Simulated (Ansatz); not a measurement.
Here is the system:

CdTe:
```xyz
2
Lattice="0.0000 3.3091 3.3091 3.3091 0.0000 3.3091 3.3091 3.3091 0.0000" Properties=species:S:1:pos:R:3 pbc="T T T"
Te     4.9637     4.9637     4.9637
Cd     0.0000     0.0000     0.0000
```

This is the PBE-relaxed structure. Tensor components refer to the Cartesian frame of this cell.

### Question
All from DFT-PBE in the program Ansatz with PAW potentials, unless another level is named. Predict the Young's modulus.

### Answer
35.7 GPa.

### Question
And the highest zone-centre frequency (without LO–TO term)?

### Answer
130 cm⁻¹.

### Question
Next, the elastic constants (relaxed ions, GPa)?

### Answer
C11 = 46.2, C12 = 29.7, C44 = 18.6.

### Question
Give the piezoelectric stress constants (proper, relaxed ions, C/m²).

### Answer
e14 = e25 = e36 = 0.05.

Space group F-43m (zinc blende). The cell was relaxed with PBE under the symmetry of its start; of distortions, only those at the zone centre were tested. Scalar-relativistic: spin–orbit coupling is off unless named, which matters more the heavier the elements.

Potentials: the later of the program's two PAW sets.
